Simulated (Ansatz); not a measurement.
PbSe (rock salt)

```xyz
2
Lattice="0.0000 3.0508 3.0508 3.0508 0.0000 3.0508 3.0508 3.0508 0.0000" Properties=species:S:1:pos:R:3 pbc="T T T"
Se     0.0000     0.0000     0.0000
Pb     3.0508     3.0508     3.0508
```

Equation-of-state scan: isotropic scaling of the cell above, V₀ being its volume. Symmetry pins the atoms to their sites.

The numbers are results of PBEsol (plane waves to 420 eV, PAW, scalar-relativistic; Ansatz, a program for electronic structure), not measurements. k mesh 9×9×9 (Γ-centred), Fermi-Dirac smearing 0.05 eV. The energy includes the smearing's −TS. Stress and pressure are positive under compression. PbSe was relaxed with its symmetry unable to fall. Spin-orbit coupling is left out, though Pb is heavy. The PAW data are Ansatz's earlier set. ΔE is measured from the relaxed starting cell.

| V (Å³/atom) | ΔE (meV/atom) |
|---|---|
| 25.555 | 57.2 |
| 26.028 | 38.4 |
| 26.501 | 23.8 |
| 26.974 | 13.0 |
| 27.448 | 5.6 |
| 27.921 | 1.4 |
| 28.394 | 0.0 |
| 28.867 | 1.3 |
| 29.340 | 5.0 |
| 29.814 | withheld |
| 30.287 | 18.7 |
| 30.760 | 28.5 |
| 31.233 | 39.9 |

Problem. Fit a third-order Birch-Murnaghan form (E₀, V₀, B₀, B₀′ free) to the given rows and predict ΔE at V = 29.814.

Solution. Least squares on the 12 given rows: ΔE = E₀ + (9V₀B₀/16)·y²·[2 + (B₀′ − 4)y], y = (V₀/V)^(2/3) − 1, with V₀ = 28.394 Å³/atom, B₀ = 53.41 GPa (160.2 GPa = 1 eV/Å³; the term in eV is multiplied by 1000), B₀′ = 4.40, E₀ = 0.02 meV/atom; root-mean-square residual 0.03 meV/atom. At 29.814 the fit gives 10.9 meV/atom; the calculation gives 10.8 meV/atom, so the interpolation is off by 0.1 (+0.9 %). For the pressure the fit gives -2.34 GPa against the computed -2.34 GPa.

(Under strain, the slope of the energy per volume gives the stress and its curvature an elastic modulus.)
